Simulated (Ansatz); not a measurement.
Values for one crystal, relaxed and computed with the program Ansatz at the PBEsol level (PAW); other levels are named.

| Item | Result |
|---|---|
| Volume per atom | 8.20 Å³ |
| Band gap | 4.04 eV (indirect) |
| HSE06 gap on the PBEsol cell | 5.46 eV |
| Bulk modulus (Birch–Murnaghan fit) | 249 GPa |
| Electronic dielectric constant ε∞ (DFPT) | 4.94 (xx = yy), 4.95 (zz) |
| Hole effective mass, band 1 of 2 at the edge | 4.0 along x, 3.9 along z (mₑ) |
| Electron effective mass | 0.35, 0.62, 0.62 mₑ (principal values) |

Problem. Which of these materials gives this?
A) BAs, P6_422 (B on 3c, As on 3d)
B) AlBN2, P3m1 (B on 1b, N on 1b, Al on 1c, N on 1c)
C) BAs, zinc blende
D) GaN, wurtzite

Solution. B, AlBN2, P3m1 (B on 1b, N on 1b, Al on 1c, N on 1c)

The start of the workflow was typed in or built on a structure type; neither database checked (COD, Materials Project) lists it. Whether it is the stable phase at ambient conditions was not checked. Symmetry was held in the PBEsol relaxation; whether a distortion lowers the energy is not shown.

Potentials: the earlier of the program's two PAW sets. The files were generated under PBE; for other functionals the program regenerates the frozen cores, and for LDA and PBEsol the local potential too.
